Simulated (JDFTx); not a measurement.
Ru(0001) slab cut from bulk Ru (space group P6_3/mmc, indices of the conventional cell, lattice of the Materials Project entry mp-33, not re-optimised): 4 atoms in 4 planes, a 1x1 cell of 6.35 Å² (|a| = 2.708, |b| = 2.708 Å), 6.4 Å between the outermost planes, cell height 22.4 Å, 10×10×1 k mesh, Fermi smearing 0.01 Ha, no spin polarisation.

The reference is PBE, GBRV ultrasoft potentials, plane waves to 20/100 Ha; code: a modified build of JDFTx. Unrelaxed; liquid: CANDLE, water, 1 M NaF. The reference uses energyDiffThreshold 1e-8 (1e-7 at fixed potential) and fluid knormThreshold 1e-11; each other row changes one option in all its runs. Potentials are on the SHE scale by the convention U = −μ/e − 4.44 V; references calibrated for a solvation model differ from this value.

Options: reference; energyDiffThreshold 1e-5; energyDiffThreshold 1e-6; energyDiffThreshold 1e-10; fluid knormThreshold 1e-9; fluid knormThreshold 1e-10; fluid knormThreshold 1e-12.

Which options move the work function or U_pzc by more than 0.02 from the reference?

energyDiffThreshold 1e-5; energyDiffThreshold 1e-6.

```csv
option,"F − F(reference), vacuum (meV/cell)",work function (eV),U_pzc (V),σ held at 0.80 V (μC/cm²)
reference,0.0,5.040,0.276,7.8
energyDiffThreshold 1e-5,0.0,4.836,0.295,7.9
energyDiffThreshold 1e-6,0.0,4.971,0.278,7.9
energyDiffThreshold 1e-10,0.0,5.040,0.277,–
fluid knormThreshold 1e-9,0.0,5.040,–,–
fluid knormThreshold 1e-10,0.0,5.040,0.279,–
fluid knormThreshold 1e-12,0.0,5.040,0.277,7.9
```

A dash marks a run that didn't converge or wasn't made; the third decimal is shown to expose solver noise and isn't converged.
